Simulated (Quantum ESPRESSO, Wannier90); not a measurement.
SiSe₂ (Ibam): Wannier90 run

```xyz
6
Lattice="0.0000 0.0000 -5.8940 -3.3516 4.7426 -2.9470 3.3516 4.7426 -2.9470" Properties=species:S:1:pos:R:3 pbc="T T T"
Si     0.0000     0.0000     1.4735
Si     0.0000     0.0000    -1.4735
Se     1.2687    -1.1986     0.0000
Se    -1.2687     1.1986     0.0000
Se     1.2687     1.1986    -2.9470
Se    -1.2687    -1.1986     2.9470
```

Materials Project entry mp-1179443; symmetrised, unrelaxed at this level. COD (Crystallography Open Database) has an entry of this formula and space group (matched by these alone). Level: LDA, no spin polarisation, no spin-orbit coupling; pw.x of Quantum ESPRESSO at 69 Ry with PseudoDojo potentials, 4×4×4 k-points, Wannier90. Density: 6×6×6 mesh, cold smearing 0.01 Ry. The cell is built of weakly bound layers, chains or molecules, whose nearest atoms lie 3.85 Å apart. Database cells relaxed without dispersion often hold them too far apart, which can enlarge gaps and weakens couplings between them; spacing and stacking were not compared with the measured crystal. Spin-orbit coupling, left out, would split the p-like bands by a few tenths of an eV.

A tight-binding model is made by disentanglement and projection with no localisation steps (num_iter = 0), so the 24 orbitals stay atom-like: hydrogen-like Si: s;p; Se: s;p, axes along x, y, z; frozen window up to 3.29 eV relative to the valence-band maximum. It follows pw.x to 5.1 meV rms for states up to 2.8 eV relative to the valence-band maximum. Matrix elements depend on this choice of orbitals and windows.

Question: What are the on-site energies relative to the valence-band maximum, and how fast do the hoppings decay?

Answer: 
```tsv
atom	orbitals	energy (eV)
Si1	s	-3.96
Si1	pz	1.24
Si1	px	1.41
Si1	py	1.35
Si2	s	-3.96
Si2	pz	1.24
Si2	px	1.41
Si2	py	1.35
Se3	s	-10.99
Se3	pz	-0.67
Se3	px py	-0.73
Se4	s	-10.99
Se4	pz	-0.67
Se4	px py	-0.73
Se5	s	-10.99
Se5	pz	-0.67
Se5	px py	-0.72
Se6	s	-10.99
Se6	pz	-0.67
Se6	px py	-0.72
```

| distance of the centres (Å) | largest modulus (eV) |
|---|---|
| 2–3 | 1.8 |
| 3–4 | 0.42 |
| 4–5 | 0.18 |
| 5–6 | 0.17 |
| 6–7 | 0.11 |
| 7–8 | 0.028 |
| 8–9 | 0.046 |
| 9–10 | 0.013 |
